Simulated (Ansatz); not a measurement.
Si2Os in space group Cmce (No. 64; Si on 16g, Si on 16g, Os on 8f, Os on 8d), DFT-PBEsol in the program Ansatz with PAW potentials, all energies at zero smearing, with the estimated change up to a 700 eV cutoff added, with one set of potentials and settings (totals compare only within such a set). Cell of 24 atoms (16 Si, 8 Os): -99964.473 eV.

```
element                reference phase  E (eV/atom)
-------  -----------------------------  -----------
Si          Fd-3m, 2 atoms in the cell    -621.4920
Os       P6_3/mmc, 2 atoms in the cell  -11251.0612
```

Formation energy per atom, worked out: (-99964.473 − 16×(-621.4920) − 8×(-11251.0612))/24 = -0.505 eV/atom (-49 kJ per mol of atoms), at 0 K, without zero-point energy or fitted corrections.

The first step of the workflow began from a Materials Project structure, measured or hypothetical; the Crystallography Open Database copy checked does not list it. Its standing as an ambient phase is unchecked. Symmetry was held in the PBEsol relaxation; whether a distortion lowers the energy is not shown. No spin polarisation was allowed. The references are the lowest solids computed at this level, not always the standard phases. Spin–orbit coupling is left out wherever it is not named.

Potentials: the later of the program's two PAW sets.
